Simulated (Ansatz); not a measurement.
InBi:
```xyz
2
Lattice="0.0000 3.3605 3.3605 3.3605 0.0000 3.3605 3.3605 3.3605 0.0000" Properties=species:S:1:pos:R:3 pbc="T T T"
In     0.0000     0.0000     0.0000
Bi     5.0408     5.0408     5.0408
```

Relaxed with PBEsol. Special points in fractions of this cell's reciprocal vectors: Γ (0.000, 0.000, 0.000); X (0.500, 0.000, 0.500); U (0.625, 0.250, 0.625); K (0.375, 0.375, 0.750); L (0.500, 0.500, 0.500); W (0.500, 0.250, 0.750).

Question: List the band energies nearest the Fermi level at these points for plane-wave PAW PBEsol with spin–orbit coupling (Ansatz code).

Answer: In eV from the Fermi level; about four levels below and three above (degenerate sets whole), none deeper than 8.9 eV; points with the same levels are listed once.

| k | below | above |
|---|---|---|
| Γ | -1.84 -1.84 -1.55 -1.55 | 0.62 0.62 0.62 0.62 |
| X | -2.67 -2.67 -1.85 -1.85 | 1.02 1.02 1.19 1.19 |
| U | -3.53 -2.75 -1.96 -1.73 | 1.25 1.31 3.03 |
| L | -0.45 -0.45 -0.17 -0.17 | 3.48 3.48 3.83 3.83 |
| W | -3.53 -2.61 -2.41 -2.39 | 2.35 3.25 3.50 |

Space group F-43m (zinc blende). The first step of the workflow began from a Materials Project structure, measured or hypothetical; the Crystallography Open Database copy checked does not list it. COD files the formula under space group No. 129, so this cell is another polymorph or a model. With In and Bi taken as one species the cell has the higher symmetry Fd-3m, so it may be an ordered model of a mixed-site phase. Whether it is the stable phase at ambient conditions was not checked. The PBEsol relaxation kept the symmetry of its start; of distortions, only those at the zone centre were tested.

Potentials: the later of the program's two PAW sets.
